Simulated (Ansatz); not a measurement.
Cu2Sb:
```xyz
6
Lattice="3.9994 0.0000 0.0000 0.0000 3.9994 0.0000 0.0000 0.0000 6.0606" Properties=species:S:1:pos:R:3 pbc="T T T"
Cu     0.0000     0.0000     0.0000
Cu     1.9997     1.9997     0.0000
Cu     1.9997     0.0000     1.6095
Cu     0.0000     1.9997     4.4511
Sb     1.9997     0.0000     4.2560
Sb     0.0000     1.9997     1.8046
```

Relaxed with r²SCAN. Special points in fractions of this cell's reciprocal vectors: Γ (0.000, 0.000, 0.000); X (0.000, 0.500, 0.000); M (0.500, 0.500, 0.000); Z (0.000, 0.000, 0.500); R (0.000, 0.500, 0.500); A (0.500, 0.500, 0.500).

### Question
List the band energies nearest the Fermi level at these points for plane-wave PAW r²SCAN (Ansatz code).

### Answer
In eV from the Fermi level; about four levels below and three above (degenerate sets whole), none deeper than 8.9 eV; points with the same levels are listed once.

```json
[
 {"k": "Γ", "below": "-2.60 -2.54 -2.54 -0.98", "above": "1.36 1.36 2.17"},
 {"k": "X", "below": "-2.14 -2.14 -1.91 -1.91", "above": "0.94 0.94 3.13 3.13"},
 {"k": "M", "below": "-2.36 -2.36 -0.01 -0.01", "above": "2.47 2.47 10.09 10.09"},
 {"k": "Z", "below": "-1.15 -1.15 -0.16 -0.16", "above": "1.87 2.18 3.60"},
 {"k": "R", "below": "-2.68 -2.68 -2.57 -2.57", "above": "0.72 0.72 1.50 1.50"},
 {"k": "A", "below": "-2.60 -2.60 -2.07 -2.07", "above": "3.50 3.50 4.36 4.36"}
]
```

Space group P4/nmm. The workflow started from a Materials Project entry (that database holds measured and hypothetical structures alike); the Crystallography Open Database files this formula in space group No. 129, but the cells were not matched. Its standing as an ambient phase is unchecked. Symmetry was held in the r²SCAN relaxation; its stability against distortions is not shown here. No spin polarisation was allowed. Spin–orbit coupling is left out wherever it is not named.

Potentials: the later of the program's two PAW sets.
